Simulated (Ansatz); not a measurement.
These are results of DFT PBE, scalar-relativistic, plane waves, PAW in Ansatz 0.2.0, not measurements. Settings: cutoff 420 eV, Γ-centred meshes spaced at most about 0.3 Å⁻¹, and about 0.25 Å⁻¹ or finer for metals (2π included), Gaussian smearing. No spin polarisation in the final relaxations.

Each of these unrelaxed guesses is relaxed in cell and atoms within its symmetry. A guess keeps its type if space group and coordination stay and the shape of the cell changes little (axis ratios within about 15 %, angles within 6°); the volume may change.

1. Ca4As

```
Ca As
1.0
     5.97149    0.00000    0.00000
     0.00000    5.97149    0.00000
     0.00000    0.00000    5.97149
Ca As
4 1
Direct
  0.25000 0.25000 0.25000
  0.75000 0.75000 0.25000
  0.75000 0.25000 0.75000
  0.25000 0.75000 0.75000
  0.00000 0.00000 0.00000
```

2. SrC4

```
Sr C
1.0
     4.28451   -4.28451    0.00000
     4.28451    4.28451    0.00000
     0.00000    0.00000    3.93849
Sr C
1 4
Direct
  0.00000 0.00000 0.00000
  0.69500 0.30500 0.00000
  0.30500 0.69500 0.00000
  0.80500 0.80500 0.50000
  0.19500 0.19500 0.50000
```

Q: Which guesses survive the relaxation?

A: Guess 1 keeps its type.

| guess | kept | start group | end group | V start (Å³/atom) | V end | b/a and c/a, end over start | nearest neighbours start | nearest neighbours end |
| --- | --- | --- | --- | --- | --- | --- | --- | --- |
| 1 | yes | P-43m | P-43m | 42.6 | 42.3 | 1.00, 1.00 | As 4, Ca 1 | As 4, Ca 1 |
| 2 | no | Cmmm | Cmmm | 28.9 | 16.4 | 1.22, 1.67 | C 1/2, Sr 6 | C 1, Sr 10 |

Neighbours count within 15 % of an atom's shortest distance; end groups are read at 0.02 Å (0.05 Å in metals).

A magnetic state wasn't ruled out in cells without spin, among them Ca4As P-43m, SrC4 Cmmm. Cells relaxed within their symmetry can be saddle points.

In counts of neighbours, a slash parts the counts of unlike sites.
